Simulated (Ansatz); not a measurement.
# LuBi (zincblende type) under strong compression

```yaml
crystal:
  lattice:
    - [0.00000, 3.39490, 3.39490]
    - [3.39490, 0.00000, 3.39490]
    - [3.39490, 3.39490, 0.00000]
  atoms:
    - { symbol: Lu, position: [0.00000, 0.00000, 0.00000] }
    - { symbol: Bi, position: [0.25000, 0.25000, 0.25000] }
```

The cell comes from a relaxation on PAW files under the same functional, begun from a prototype that needn't be the stable phase.

Its volume is scaled at fixed shape and fractional positions.

Computed with Ansatz 0.2.0; functional LDA, scalar-relativistic. Settings: a Γ-centred 12×12×12 k mesh, Fermi–Dirac smearing of 0.08 eV, no spin polarisation. Methods: LAPW: all electrons, basis error target 1 meV/atom; PAW: frozen-core files, cutoff 420 eV; crystal datasets: all electrons, by PAW datasets that the program makes for each cell.

Energies are extrapolated to zero smearing and count from the unscaled cell; pressure is positive in compression; gaps take the mesh and a band path. No temperature or zero-point motion is included.

Spin–orbit coupling is left out, which matters for the heavy atoms. The PAW files were made under PBE. The structure type is held throughout; the real material can change phase at far lower pressure.

```
V/V0  V (Å³/atom)  P LAPW (GPa)  ΔE LAPW (eV/atom)  P PAW − LAPW (GPa)  ΔE PAW − LAPW (meV/atom)  gap (eV)
1.00        39.13          0.01              0.000               -0.01                       0.0      1.37
0.92        36.00          4.00              0.037                0.00                      -0.1         –
0.84        32.87         10.02              0.169                0.00                      -0.1         –
0.76        29.74         19.25              0.449                0.00                      -0.1         –
0.68        26.61          33.7              0.955               -0.01                      -0.1         –
0.60        23.48             ?                  ?                   ?                         ?         ?
0.52        20.35          96.2              3.284                0.05                       0.2      0.00
0.45        17.61         156.4              5.394                0.29                       2.5      0.00
```

Fit the Vinet equation to the LAPW pressures shown (residuals weighted by 1/(|P| + 0.03·Pmax)), and predict the pressure of the withheld row.

The fit gives V0 = 39.16 Å³/atom, B0 = 38.9 GPa and B0′ = 4.43. At 23.48 Å³/atom, x = (V/V0)^(1/3) = 0.8432, and P = 3·B0·(1 − x)/x²·exp[1.5·(B0′ − 1)·(1 − x)] = 57.6 GPa. The run itself gave 57.0 GPa (+1.1 % off) and ΔE = 1.822 eV/atom.

From the table, what is the rise of the enthalpy H = E + pV up to the last row, and how stiff is the crystal between the last two rows?

ΔH = 5.394 eV + (156.4 GPa × 17.61 Å³ − 0.01 GPa × 39.13 Å³) × 0.006242 eV/(GPa·Å³) = 22.58 eV/atom, of which pV makes 76 %. The mean bulk modulus there is −ΔP/Δln V = 416 GPa.

At the smallest volume, how far do crystal datasets lie from LAPW in pressure?

crystal datasets: 0.00 GPa, on a LAPW pressure of 156.4 GPa.

How do the Löwdin populations by LAPW change from the unscaled cell to the last row?

Lu 5s 1.98 → 1.88, Lu 6s 0.65 → 0.46, Lu 5p 5.99 → 5.90, Lu 5d 1.77 → 3.64, Lu 4f 14.00 → 13.96, Bi 5s 1.98 → 1.93, Bi 6s 1.63 → 1.30, Bi 6p 3.99 → 3.02, Bi 5d 9.98 → 9.90 electrons an atom. These are projections on the shells that the free atoms fill; 0.06 e a cell lies outside them at the start and 0.06 e at the end.
